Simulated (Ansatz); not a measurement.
AlFe (CsCl type)

```xyz
2
Lattice="2.8747 0.0000 0.0000 0.0000 2.8747 0.0000 0.0000 0.0000 2.8747" Properties=species:S:1:pos:R:3 pbc="T T T"
Al     0.0000     0.0000     0.0000
Fe     1.4374     1.4374     1.4374
```

The volume is varied about the relaxed value V₀ at fixed cell shape. Symmetry pins the atoms to their sites.

Computed with PBE (plane waves to 420 eV, PAW, scalar-relativistic; Ansatz, an electronic-structure program). k mesh 16×16×16 (Γ-centred), Fermi-Dirac smearing 0.05 eV. The energy includes the smearing's −TS. AlFe was relaxed with its symmetry unable to fall. Relaxed AlFe ends ferromagnetic. The magnetic order is the one the run started from; other orders were not tried. The zero of ΔE is the relaxed starting cell. The last digit holds for this mesh only.

```csv
V (Å³/atom),ΔE (meV/atom)
11.166,26.2
11.284,17.8
11.403,11.2
11.522,6.2
11.641,2.7
11.759,0.7
11.878,0.0
11.997,0.6
12.116,2.5
12.235,5.6
12.353,9.7
12.472,14.9
12.591,21.2
```

Q: What is the fitted pressure derivative B₀′?

A: 4.3.

Q: What bulk modulus B₀ follows from a third-order Birch-Murnaghan fit?

A: 176 GPa.

(Under strain, the slope of the energy per volume gives the stress and its curvature an elastic modulus.)
